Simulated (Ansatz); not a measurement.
KF:
```
KF
1.0
    0.00000     2.65916     2.65916
    2.65916     0.00000     2.65916
    2.65916     2.65916     0.00000
K F
1 1
Direct
  0.00000   0.00000   0.00000
  0.50000   0.50000   0.50000
```

x, y and z are the axes in which the lattice vectors are written.

Q: Give the high-frequency dielectric tensor and the Born effective charge tensors of the independent atoms from DFPT, r²SCAN (plane waves, PAW; program Ansatz).

A: 
ε∞:
```
1.94  0.00  0.00
0.00  1.94  0.00
0.00  0.00  1.94
```
Z* of atom 1 (K), rows: field, columns: displacement, in e:
```
1.13  0.00  0.00
0.00  1.13  0.00
0.00  0.00  1.13
```
Z* of atom 2 (F), rows: field, columns: displacement, in e:
```
-1.13   0.00   0.00
 0.00  -1.13   0.00
 0.00   0.00  -1.13
```

Static charges for comparison (Bader): K1 +0.87, F2 -0.87 e. Born charges measure polarisation by displacement and can exceed these by far.

Space group Fm-3m (rock salt). Symmetry was held in the r²SCAN relaxation; phonons on a q-mesh show no instability.

Potentials: the later of the program's two PAW sets.
